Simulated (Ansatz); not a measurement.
**Data sheet: TiPt (DFT)**

TiPt:
```cif
data_PtTi
_chemical_formula_sum 'Pt1 Ti1'
_space_group_name_H-M_alt 'P 1'
_space_group_IT_number 1
_cell_length_a 3.14100
_cell_length_b 3.14100
_cell_length_c 3.14100
_cell_angle_alpha 90.000
_cell_angle_beta 90.000
_cell_angle_gamma 90.000
loop_
_space_group_symop_operation_xyz
  'x, y, z'
loop_
_atom_site_label
_atom_site_type_symbol
_atom_site_fract_x
_atom_site_fract_y
_atom_site_fract_z
_atom_site_occupancy
Pt1 Pt 0.00000 0.00000 0.00000 1
Ti1 Ti 0.50000 0.50000 0.50000 1
```

Space group Pm-3m (No. 221), CsCl type; conventional cell a = b = c = 3.1410 Å, α = β = γ = 90.00°.

Method: plane-wave PAW PBEsol (Ansatz code). Structure relaxed to zero pressure with the same functional. Other levels are named where they apply.

### Cell and energy

```json
{
 "volume_per_atom": "15.49 Å³",
 "density": "13.02 g/cm³",
 "Formation energy from the elements (no fitted shifts)": "-0.78 eV/atom"
}
```

### Electronic structure

```json
{
 "electronic_character": "metallic (no gap)",
 "Density of states at the Fermi level": "1.3 states/eV per atom (mean over ±0.08 eV)",
 "Gap with spin–orbit coupling": "none (metallic)"
}
```

### Mechanics

```json
{
  "Bulk modulus (Birch–Murnaghan fit)": "202 GPa",
  "Pressure derivative B′": "4.4",
  "Elastic constants (relaxed ions, GPa)": "C11 = 166, C12 = 220, C44 = 57.7",
  "mechanical_stability": "unstable (C has a negative eigenvalue)"
}
```

### Phonons

```json
{
 "highest_zone_centre_frequency": "148 cm^-1",
 "zone_centre_stability": "no imaginary mode at Γ"
}
```

The workflow started from an entry of the Crystallography Open Database (COD). Its standing as an ambient phase is unchecked. The PBEsol relaxation kept the symmetry of its start. No spin polarisation was allowed. As this level gives no gap, shear constants depend on the k-mesh and smearing (Fermi–Dirac, 0.1 eV here). As this level gives no gap, phonon frequencies hold no LO–TO term and depend on the k-mesh and smearing (Fermi–Dirac, 0.1 eV here). The references are the lowest solids computed at this level, not always the standard phases. Scalar-relativistic: spin–orbit coupling is off unless named, which matters more the heavier the elements.

Potentials: the later of the program's two PAW sets.
